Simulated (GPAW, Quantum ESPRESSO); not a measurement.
This is a calculation of NbSi for Quantum ESPRESSO 7.5. The cell comes from a database or a generator and needn't be the stable form of this composition.

File pw.in:

```
&CONTROL
  calculation = 'scf'
  prefix = 'pwscf'
  outdir = './tmp'
  pseudo_dir = './pseudo'
  tprnfor = .true.
  tstress = .true.
  disk_io = 'low'
/
&SYSTEM
  ibrav = 0
  nat = 2
  ntyp = 2
  ecutwfc = 55
  ecutrho = 440
  nbnd = 15
  occupations = 'smearing'
  smearing = 'fd'
  degauss = 0.00367493
/
&ELECTRONS
  conv_thr = 4d-10
  electron_maxstep = 120
  mixing_beta = 0.5
/
ATOMIC_SPECIES
Nb    92.9064 Nb.pbe-spn-kjpaw_psl.0.3.0.UPF
Si    28.0850 Si.pbe-n-rrkjus_psl.1.0.0.UPF
CELL_PARAMETERS angstrom
   0.0000000000    2.5738300000    2.5738300000
   2.5738300000    0.0000000000    2.5738300000
   2.5738300000    2.5738300000    0.0000000000
ATOMIC_POSITIONS crystal
Nb     0.0000000000    0.0000000000    0.0000000000
Si     0.5000000000    0.5000000000    0.5000000000
K_POINTS automatic
9 9 9 0 0 0
```

File pp_density.in:

```
&INPUTPP
  prefix = 'pwscf'
  outdir = './tmp'
  filplot = 'density.dat'
  plot_num = 0
/
&PLOT
  nfile = 1
  filepp(1) = 'density.dat'
  iflag = 3
  output_format = 6
  fileout = 'density.cube'
/
```

Contents of pp_potential.in:

```
&INPUTPP
  prefix = 'pwscf'
  outdir = './tmp'
  filplot = 'potential.dat'
  plot_num = 11
/
&PLOT
  nfile = 1
  filepp(1) = 'potential.dat'
  iflag = 3
  output_format = 6
  fileout = 'potential.cube'
/
```

Potentials or basis: SSSP 1.3 efficiency PBE.

Command:

```bash
$ OMP_NUM_THREADS=1 pw.x -in pw.in > pw.out
$ OMP_NUM_THREADS=1 pp.x -in pp_density.in > pp_density.out
$ OMP_NUM_THREADS=1 pp.x -in pp_potential.in > pp_potential.out
```

Problem. Translate it to GPAW 26.7.0 (ASE script). Potentials or basis there: GPAW PAW data sets (gpaw-data 1.2.1), cutoff 600 eV.

Solution. As run (cutoffs and basis follow the program's own potentials, and thresholds, step limits or extra output files can differ):

Contents of run.py:

```python
from ase import Atoms
from ase.dft.bandgap import bandgap
from ase.io import write
from ase.units import Bohr, GPa
from gpaw import GPAW, PW
from gpaw.elf import elf_from_dft_calculation

atoms = Atoms(['Nb', 'Si'],
              cell=[[0.0, 2.57383, 2.57383],
                    [2.57383, 0.0, 2.57383],
                    [2.57383, 2.57383, 0.0]],
              scaled_positions=[[0.0, 0.0, 0.0],
                                [0.5, 0.5, 0.5]],
              pbc=True)

calc = GPAW(mode=PW(600),
            xc='PBE',
            kpts={'size': (9, 9, 9), 'gamma': True},
            occupations={'name': 'fermi-dirac', 'width': 0.05},
            nbands=19,
            convergence={'density': 1e-05, 'energy': 1e-05},
            maxiter=150,
            txt='gpaw.txt')
atoms.calc = calc
energy = atoms.get_potential_energy()
forces = atoms.get_forces()
stress = atoms.get_stress()
calc.write('gs.gpw')
write('result.traj', atoms)
print(f'Energy: {energy:.6f} eV')
print('Forces (eV/A):')
print(forces.round(4))
print('Stress (GPa):', (stress / GPa).round(3))
print('Fermi level:', round(calc.get_fermi_level(), 4), 'eV')
print(f'Gap: {bandgap(calc)[0]:.4f} eV, direct: {bandgap(calc, direct=True)[0]:.4f} eV')

# fields on the real-space grid
write('density.cube', atoms, data=calc.get_pseudo_density() * Bohr**3)
write('potential.cube', atoms, data=calc.get_electrostatic_potential())
write('elf.cube', atoms, data=elf_from_dft_calculation(calc).data)
```

Potentials or basis: GPAW PAW data sets (gpaw-data 1.2.1), pw.

Command:

```sh
$ OMP_NUM_THREADS=1 python run.py
```

Both were run:

|  | Quantum ESPRESSO | GPAW |
| --- | --- | --- |
| Pressure | -0.1 GPa | 0.0 GPa |

Pressure is positive in compression.
